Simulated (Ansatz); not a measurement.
Starting cell, MgH$_{2}$ (rutile):

```
MgH2
1.0
    4.51729     0.00000     0.00000
    0.00000     4.51729     0.00000
    0.00000     0.00000     3.01286
Mg H
2 4
Direct
  0.00000   0.00000   0.00000
  0.50000   0.50000   0.50000
  0.30441   0.30441   0.00000
  0.80441   0.19559   0.50000
  0.19559   0.80441   0.50000
  0.69559   0.69559   0.00000
```

In this cell atom 5 (H, nearest neighbour Mg at 1.945 Å; its periodic images, 3.0 Å or more away, move with it) is moved by u·(1.000, 0.000, 0.000) + v·(0.000, 1.000, 0.000); the rest is frozen.

Method: PBE (plane waves to 420 eV, PAW, scalar-relativistic; Ansatz, a first-principles code). k mesh 6×6×9 (Γ-centred), Fermi-Dirac smearing 0.05 eV. Compression counts positive. Points where atoms come too close for the PAW data are left out (x in tables, blank in figures). MgH2 was relaxed with its symmetry unable to fall. 

```
P (GPa)     u = -0.490  u = -0.327  u = -0.163  u = 0.000  u = 0.163  u = 0.327  u = 0.490
----------  ----------  ----------  ----------  ---------  ---------  ---------  ---------
v = -0.490        -1.0        -0.7         0.1          …          …        6.1          x
v = -0.327        -0.5        -0.5        -0.2        0.5        1.7        3.6        6.1
v = -0.163         0.2         0.0        -0.1        0.1        0.7        1.7          …
v = 0.000            …         0.7         0.2        0.0        0.1        0.5          …
v = 0.163          2.5         1.7         0.9        0.2       -0.1       -0.2        0.1
v = 0.327          3.8         2.8         1.7        0.7        0.0       -0.5       -0.7
v = 0.490          5.1         3.8         2.5          …        0.2       -0.5       -1.0
```

Question: Fill in the missing entries.

Answer: 
- v = -0.490, u = 0.000: 1.3
- v = -0.490, u = 0.163: 3.3
- v = -0.163, u = 0.490: 3.3
- v = 0.000, u = -0.490: 1.3
- v = 0.000, u = 0.490: 1.3
- v = 0.490, u = 0.000: 1.3

(A displaced cell: forces are minus the slopes of the energy, force constants its curvatures, and phonons follow from these.)
